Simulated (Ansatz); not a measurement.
## Kick test of a cell of BeZn3Te4

It was reached by relaxing an invented guess, and it needn't be the stable form of this composition.

Method: DFT PBE, scalar-relativistic, plane waves, PAW (Ansatz 0.2.0). Cutoff 420 eV; k points 6×6×6 on the computed 8-atom cell (Γ-centred); Gaussian smearing, width 0.02 eV; no spin polarisation.

The cell below (8 atoms, space group P-43m (No. 215)) is relaxed within its symmetry.

```cif
data_structure
_symmetry_space_group_name_H-M 'P 1'
_symmetry_Int_Tables_number 1
_cell_length_a 6.0483
_cell_length_b 6.0483
_cell_length_c 6.0483
_cell_angle_alpha 90.000
_cell_angle_beta 90.000
_cell_angle_gamma 90.000
_cell_volume 221.26
loop_
_atom_site_label
_atom_site_type_symbol
_atom_site_fract_x
_atom_site_fract_y
_atom_site_fract_z
_atom_site_occupancy
Be1 Be 0.50000 0.50000 0.50000 1
Zn1 Zn 0.00000 0.00000 0.50000 1
Zn2 Zn 0.00000 0.50000 0.00000 1
Zn3 Zn 0.50000 0.00000 0.00000 1
Te1 Te 0.26230 0.26230 0.26230 1
Te2 Te 0.26230 0.73770 0.73770 1
Te3 Te 0.73770 0.26230 0.73770 1
Te4 Te 0.73770 0.73770 0.26230 1
```

For the test it was strained at random (σ = 1.5 % a component), the atoms were moved at random (σ = 0.05 Å), and all was relaxed again on a coarse 2×2×2 mesh (in the run’s order of axes) with 0.10 eV smearing, with no symmetry imposed.

These runs have no spin–orbit coupling, which can matter for Te.

Question: Does it come back?

Answer: It returns, within 1 meV/atom of the unmoved cell on that mesh and with the same symmetry when read at 0.1 Å. No instability shows in this cell; modes of other wave vectors, which need another repeat, aren't tested.
